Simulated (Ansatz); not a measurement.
Rb₂TaCuS₄:
```cif
data_Cu8Rb16S32Ta8
_chemical_formula_sum 'Rb16 Ta8 Cu8 S32'
_space_group_name_H-M_alt 'Fddd :1'
_space_group_IT_number 70
_space_group_name_Hall 'F 2 2 -1d'
_cell_length_a 5.45718
_cell_length_b 13.04581
_cell_length_c 22.99311
_cell_angle_alpha 90.000
_cell_angle_beta 90.000
_cell_angle_gamma 90.000
loop_
_space_group_symop_operation_xyz
  'x, y, z'
  '-x, -y, z'
  'x, -y, -z'
  '-x, y, -z'
  '-x+1/4, -y+1/4, -z+1/4'
  'x+1/4, y+1/4, -z+1/4'
  '-x+1/4, y+1/4, z+1/4'
  'x+1/4, -y+1/4, z+1/4'
  'x, y+1/2, z+1/2'
  '-x, -y+1/2, z+1/2'
  'x, -y+1/2, -z+1/2'
  '-x, y+1/2, -z+1/2'
  '-x+1/4, -y+3/4, -z+3/4'
  'x+1/4, y+3/4, -z+3/4'
  '-x+1/4, y+3/4, z+3/4'
  'x+1/4, -y+3/4, z+3/4'
  'x+1/2, y, z+1/2'
  '-x+1/2, -y, z+1/2'
  'x+1/2, -y, -z+1/2'
  '-x+1/2, y, -z+1/2'
  '-x+3/4, -y+1/4, -z+3/4'
  'x+3/4, y+1/4, -z+3/4'
  '-x+3/4, y+1/4, z+3/4'
  'x+3/4, -y+1/4, z+3/4'
  'x+1/2, y+1/2, z'
  '-x+1/2, -y+1/2, z'
  'x+1/2, -y+1/2, -z'
  '-x+1/2, y+1/2, -z'
  '-x+3/4, -y+3/4, -z+1/4'
  'x+3/4, y+3/4, -z+1/4'
  '-x+3/4, y+3/4, z+1/4'
  'x+3/4, -y+3/4, z+1/4'
loop_
_atom_site_label
_atom_site_type_symbol
_atom_site_symmetry_multiplicity
_atom_site_Wyckoff_symbol
_atom_site_fract_x
_atom_site_fract_y
_atom_site_fract_z
_atom_site_occupancy
Rb1 Rb 16 g 0.00000 0.00000 0.17862 1
Ta1 Ta 8 a 0.00000 0.00000 0.00000 1
Cu1 Cu 8 b 0.50000 0.50000 0.50000 1
S1 S 32 h 0.00296 0.15027 0.30562 1
```
(The calculation used a cell of 16 atoms; values per cell refer to that cell.)

Relaxed with LDA.

**Question.** Which orbitals make up the states near the band edges in DFT-LDA in the program Ansatz with PAW potentials?

**Answer.** Top 1 eV of the valence band: S 3p 64 %, Cu 3d 30 %. Bottom 1 eV of the conduction band: Ta 5d 49 %, S 3p 29 %, outside the projected shells 14 %. Projections are on Löwdin-orthogonalised atomic valence shells; empty p or d shells of many metals are not among them.

**Question.** Tabulate the density of states.

**Answer.** States/eV per cell of 16 atoms, in 0.25 eV bins, energy from the valence-band maximum.

```csv
E (eV),total,S 3p,Cu 3d,Ta 5d
-7.85,0.00,0.00,0.00,0.00
-7.60,0.00,0.00,0.00,0.00
-7.35,0.00,0.00,0.00,0.00
-7.10,0.00,0.00,0.00,0.00
-6.85,0.00,0.00,0.00,0.00
-6.60,0.00,0.00,0.00,0.00
-6.35,0.00,0.00,0.00,0.00
-6.10,0.00,0.00,0.00,0.00
-5.85,0.00,0.00,0.00,0.00
-5.60,0.00,0.00,0.00,0.00
-5.35,0.00,0.00,0.00,0.00
-5.10,0.00,0.00,0.00,0.00
-4.85,2.82,1.35,0.25,0.61
-4.60,6.09,3.00,0.44,1.32
-4.35,5.76,3.26,0.15,0.93
-4.10,4.01,2.52,0.30,0.33
-3.85,13.79,8.14,2.22,1.07
-3.60,14.65,7.18,4.02,1.89
-3.35,20.24,9.45,6.82,2.71
-3.10,25.02,12.10,8.57,3.19
-2.85,11.74,6.47,3.60,1.03
-2.60,26.86,16.54,6.46,2.61
-2.35,23.14,15.77,4.04,2.38
-2.10,16.36,10.89,3.01,1.72
-1.85,13.97,7.42,4.62,1.21
-1.60,20.25,8.78,8.29,2.16
-1.35,16.15,4.33,8.08,2.79
-1.10,3.11,0.75,1.58,0.52
-0.85,4.44,3.38,0.87,0.06
-0.60,18.01,11.47,5.51,0.46
-0.35,15.08,8.86,5.16,0.53
-0.10,10.47,7.16,2.87,0.12
0.15,0.00,0.00,0.00,0.00
0.40,0.00,0.00,0.00,0.00
0.65,0.00,0.00,0.00,0.00
0.90,0.00,0.00,0.00,0.00
1.15,0.00,0.00,0.00,0.00
1.40,0.00,0.00,0.00,0.00
1.65,0.00,0.00,0.00,0.00
1.90,0.00,0.00,0.00,0.00
2.15,0.00,0.00,0.00,0.00
2.40,6.05,1.51,0.06,3.30
2.65,18.46,5.55,0.64,9.23
2.90,15.11,4.54,0.32,7.45
3.15,15.16,4.23,0.33,6.82
3.40,16.80,5.24,0.22,7.09
3.65,8.77,2.81,0.08,3.52
3.90,1.40,0.34,0.01,0.25
4.15,1.23,0.21,0.00,0.04
4.40,3.60,0.46,0.01,0.13
4.65,5.99,0.59,0.01,0.28
4.90,5.77,0.45,0.01,0.17
5.15,8.68,0.47,0.02,0.27
5.40,6.31,0.33,0.01,0.19
5.65,9.39,0.64,0.02,0.32
5.90,9.00,0.63,0.02,0.37
6.15,11.97,0.75,0.02,0.51
6.40,16.82,0.86,0.03,0.73
6.65,13.53,0.72,0.03,0.60
6.90,14.91,0.61,0.03,0.48
7.15,16.95,0.65,0.03,0.44
```

The workflow started from a Materials Project entry (that database holds measured and hypothetical structures alike); the Crystallography Open Database files this formula in space group No. 70, but the cells were not matched. Its standing as an ambient phase is unchecked. The cell was relaxed with LDA under the symmetry of its start; whether a distortion lowers the energy is not shown. No spin polarisation was allowed. Scalar-relativistic: spin–orbit coupling is off unless named, which matters more the heavier the elements.

Potentials: the later of the program's two PAW sets.
